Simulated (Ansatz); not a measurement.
CdIn2O4 (spinel, Fd-3m), DFT-r²SCAN in the program Ansatz with PAW potentials. The conduction-band minimum lies at Γ, with 1 equivalent valley. Second derivatives d²E/dk² of the lowest band at one valley (eV·Å²), along Cartesian directions:

```
direction  d²E/dk²
---------  -------
[100]        38.63
[010]        38.63
[001]        38.63
[110]        38.62
[101]        38.62
[011]        38.62
```

Problem. Find the principal effective masses, the density-of-states mass and the conductivity mass.

Solution. Off-diagonal terms follow from H_xy = H[110] − (H_xx + H_yy)/2, and m*/mₑ = 7.620 eV·Å² over each eigenvalue: 0.20, 0.20, 0.20. One valley's DOS mass (m₁m₂m₃)^(1/3) = 0.20, conductivity mass 3/(Σ 1/mᵢ) = 0.20 mₑ.

Problem. What effective density of states Nc follows at 300 K for parabolic valleys?

Solution. Nc = 2.509e19 × 1 × (0.20)^(3/2) ≈ 2.2e18 cm⁻³.

The cell was relaxed with r²SCAN under the symmetry of its start. Spin–orbit coupling is left out wherever it is not named.

Potentials: the later of the program's two PAW sets.

Edges and masses are those of Kohn–Sham bands, whose gap is no quasiparticle gap.
